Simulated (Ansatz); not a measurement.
Data:

KF (rock salt)

```
KF
1.0
    0.00000     5.31833     5.31833
    2.65916     0.00000     2.65916
    2.65916     2.65916     0.00000
F K
2 2
Direct
  0.00000   0.00000   0.00000
  0.50000   0.00000   0.00000
  0.25000   0.50000   0.50000
  0.75000   0.50000   0.50000
```

The atoms are displaced by Q × the pattern below (from a DFPT mode at L = (0.5, 0.0, 0.0), largest move 1; Q in Å), at fixed cell. (q is in reciprocal vectors of the primitive cell; the cell shown is doubled to hold the pattern.)

```
atom       x       y       z
----  ------  ------  ------
K3    -0.577   0.577   0.577
K4     0.577  -0.577  -0.577
```

Atoms not listed stay in place.

Method: r2SCAN (plane waves to 500 eV, PAW, scalar-relativistic; Ansatz, an electronic-structure program). k mesh 11×11×11 (Γ-centred), Fermi-Dirac smearing 0.05 eV. The energy includes the smearing's −TS. KF was relaxed with its symmetry unable to fall. ΔE is measured from the undisplaced structure.

The scan covers Q from -0.100 to 0.100 Å in 13 points.

### Question
Which space group does the distorted structure have?

### Answer
R-3m (No. 166), lowered from Fm-3m.

### Question
What is the energy change at Q = 0.100 Å?

### Answer
56.0 meV/cell.

### Question
What harmonic wavenumber does the curvature at Q = 0 give?

### Answer
198 cm⁻¹.

(For displaced atoms, the force is minus the slope of the energy, and its curvature is a force constant, which sets phonon frequencies.)
